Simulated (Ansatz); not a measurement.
## Relaxing Zn2C in the fluorite type

First guess:

```yaml
crystal:
  lattice:
    - [0.00000, 2.61982, 2.61982]
    - [2.61982, 0.00000, 2.61982]
    - [2.61982, 2.61982, 0.00000]
  atoms:
    - { symbol: C, position: [0.00000, 0.00000, 0.00000] }
    - { symbol: Zn, position: [0.25000, 0.25000, 0.25000] }
    - { symbol: Zn, position: [0.75000, 0.75000, 0.75000] }
```

These are results of Ansatz 0.2.0, DFT, PBE, PAW with Ansatz's default frozen-core files, scalar-relativistic, not measurements.

Cell and atoms relax within the symmetry of the start on a 11×11×11 k mesh with 0.08 eV Fermi–Dirac smearing.

The start is built from a prototype, known or not as a phase of this compound; the cutoff is 420 eV.

(1) What is the pressure of the first guess?

(2) What does it relax to?

(3) How much energy does the relaxation release?

## Answers

(1) -2.19 GPa.

(2) a = 5.209 Å, b = 5.209 Å, c = 5.209 Å, α = 90.00°, β = 90.00°, γ = 90.00° (conventional cell), 11.78 Å³ per atom:
Space group Fm-3m (No. 225). a = 5.209 Å, b = 5.209 Å, c = 5.209 Å, α = 90.00°, β = 90.00°, γ = 90.00°
| atom | site | symmetry | x | y | z |
| --- | --- | --- | --- | --- | --- |
| C | 4a | m-3m | 0.0000 | 0.0000 | 0.0000 |
| Zn | 8c | -43m | 0.2500 | 0.7500 | 0.7500 |

(3) 1 meV/atom.
